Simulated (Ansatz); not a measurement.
AsRu in space group Pnma (No. 62; As on 4c, Ru on 4c) at seven volumes, r²SCAN in the plane-wave PAW code Ansatz, shape and atoms relaxed at each. One row is withheld.

| V (Å³/atom) | P (GPa) |
|---|---|
| 13.850 | ? |
| 14.306 | 13.42 |
| 14.763 | 6.10 |
| 15.220 | 0.00 |
| 15.676 | -5.03 |
| 16.133 | -9.05 |
| 16.589 | -12.20 |

Q: Fit the shown pressures and predict the withheld one.

A: Third-order Birch–Murnaghan: P = (3/2)B₀(x^(7/2) − x^(5/2))[1 + (3/4)(B′ − 4)(x − 1)] with x = (V₀/V)^(2/3). Least squares on the six rows gives V₀ = 15.217 Å³/atom, B₀ = 182.4 GPa, B′ = 5.79. At V = 13.850, x = 1.0648 and P = 22.53 GPa. The run itself gave 22.20 GPa.

The first step of the workflow began from a Materials Project structure, measured or hypothetical; the Crystallography Open Database copy checked does not list it. Its standing as an ambient phase is unchecked. Symmetry was held in the r²SCAN relaxation; whether a distortion lowers the energy is not shown. The final state is ferromagnetic, the only order run, not a proven ground state. The program gave a warning on the electronic state, which may not be the lowest.

Potentials: the later of the program's two PAW sets.
